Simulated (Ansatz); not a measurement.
## Notes on Mo$_{6}$Rh$_{7}$

```xyz
13
Lattice="2.4234 4.1975 0.0000 -2.4234 4.1975 0.0000 0.0000 -2.7983 8.6905" Properties=species:S:1:pos:R:3 pbc="T T T"
Rh    0.0000   -1.3995    6.6795
Rh    1.2120    0.6997    6.6795
Rh   -1.2120    0.6997    6.6795
Rh   -1.2120    4.8970    2.0110
Rh    0.0000    6.9961    2.0110
Rh    1.2120    4.8970    2.0110
Mo    0.0000    0.0000    4.3148
Mo    0.0000    5.5967    4.3757
Rh    0.0000    0.0000    0.0000
Mo    0.0000    2.7983    3.0886
Mo    0.0000    2.7983    5.6019
Mo    0.0000    2.7983    0.3902
Mo    0.0000    2.7983    8.3003
```

Single point in Ansatz 0.2.0 with PBEsol, no spin polarisation. Cutoff 420 eV, PAW datasets, 7×7×7 Γ-centred k mesh, fermi-dirac filling (width 0.1 eV).

At the Fermi level: It is a metal, with about 12 states/eV a cell as the mean within 0.25 eV of the Fermi level, mostly Mo d (51 %) and Rh d (41 %).
Contacts: Rh–Rh at 2.42 Å: least valence density 0.61 e/Å³ and ELF 0.27 there. Mo–Mo at 2.51 Å: least valence density 0.55 e/Å³ and ELF 0.31 there. Rh–Mo at 2.65 Å: least valence density 0.43 e/Å³ and ELF 0.32 there. These are pseudo-fields; inside the PAW spheres they differ from the all-electron ones.
Forces: The largest is on Rh2 (and as large on other atoms): 1.19 eV/Å, components (-0.64, -0.37, -0.93). It makes 123° with the line to a nearest neighbour, Rh3 at 2.42 Å.
Formation energy: 0.13 eV an atom against the elements' usual phases (free molecules for gases, crystals otherwise, with no correction for O₂ or N₂), so at this geometry it isn't bound against them. Relaxing would lower it.
Stress: The pressure is 25.5 GPa (compression positive), so with the atoms held at these fractions the cell would first expand; the forces are large, so a full relaxation may end otherwise. The principal stresses 17.8, 29.4, 29.4 GPa differ, so its shape would change too.

Origin: a known structure type with other elements, at an estimated volume, so it need not be a known compound. Caveats: atoms or cell far from equilibrium.
